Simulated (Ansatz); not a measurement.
The elements of this relaxed trial crystal are hidden behind letters.

```
lattice vectors (Å)
   6.7256    0.0000    0.0000
  -3.3628    5.8246    0.0000
   0.0000    0.0000    6.3939
fractional positions
X 0.0000 0.0000 0.4992
Z 0.3333 0.6667 0.5000
Z 0.6667 0.3333 0.5000
Z 0.0000 0.6666 0.0001
Z 0.6666 0.0000 0.0001
Z 0.3334 0.3334 0.0001
Q 0.3333 0.6667 0.8743
Q 0.0000 0.0000 0.8730
Q 0.6667 0.3333 0.8743
Q 0.0000 0.6670 0.3743
Q 0.6670 0.0000 0.3743
Q 0.3330 0.3330 0.3743
```

Computed with DFT PBE, scalar-relativistic, plane waves, PAW (Ansatz 0.2.0). Plane waves to 420 eV, a 6×6×4 mesh through Γ for the 12-atom cell and 0.02 eV Gaussian smearing; no spin polarisation.

```
Space group                               : P31m (No. 157)
Conventional cell                         : a = 6.726 Å, c = 6.394 Å
Volume per atom                           : 20.87 Å³
Density                                   : 3.72 g/cm³
Energy over the elements                  : −0.456 eV/atom
Gap on the 6×6×4 mesh of the 12-atom cell : 1.40 eV
```

Energies are uncorrected and count from the elements' standard states at the same level.

Q: X is a p-block element of period 3, Z is a p-block element of period 4 and Q is a p-block element of period 3. Which elements are they?

A: X = Al, Z = Ga, Q = P, so the formula is AlGa5P6. Density times volume gives a mean mass of 3.72 × 20.87/1.6605 = 46.8 u per atom, and this set has 46.8 u. Al is surrounded by 4 P at 2.38–2.39 Å; Ga on a site of symmetry 3 is surrounded by 4 P at 2.38–2.39 Å; around P on a site of symmetry 3 lie 4 Ga at 2.38–2.39 Å; 3 more sites not described. Other sets within the hints have nearly the same mass, so mass alone doesn't settle it; this one was computed.

Kohn–Sham gaps at this level usually fall short of measured ones. A later test with randomly moved atoms came back to the same energy, though modes that don't fit the test's cell weren't probed.
